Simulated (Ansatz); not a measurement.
The relaxed structure here is a generated cell of BeS: the first start was made by placing the elements on the sites of a structure type, and the end was not matched to a known phase here, so it may be hypothetical.

The end point of a relaxation of BeS. Space group P6₃/mmc (No. 194), NiAs type. Computed with PBEsol (plane waves to 420 eV, PAW, scalar-relativistic; Ansatz, a program for electronic structure).

Space group P6₃/mmc (No. 194); a = b = 3.2710 Å, c = 5.2068 Å, α = β = 90.00°, γ = 120.00°

```json
[
 {"atom": "Be", "site": "2a", "symmetry": "-3m.", "x": "0.0000", "y": "0.0000", "z": "0.0000"},
 {"atom": "S", "site": "2c", "symmetry": "-6m2", "x": "0.3333", "y": "0.6667", "z": "0.2500"}
]
```

Question: Estimate the band gap that PBEsol returns for this input.

Answer: 1.39 eV, indirect (valence top at Γ, conduction bottom at K) (no spin-orbit coupling).

Question: Predict the smallest direct gap from PBEsol.

Answer: 3.40 eV at Γ.

No spin polarisation in the result.

The run could not lose the symmetry of its start: the end is stationary, and may be a saddle point rather than a minimum.

It was reached from a disturbed copy of a Pmma (No. 51) cell, against which it lies -0.34 eV/atom.
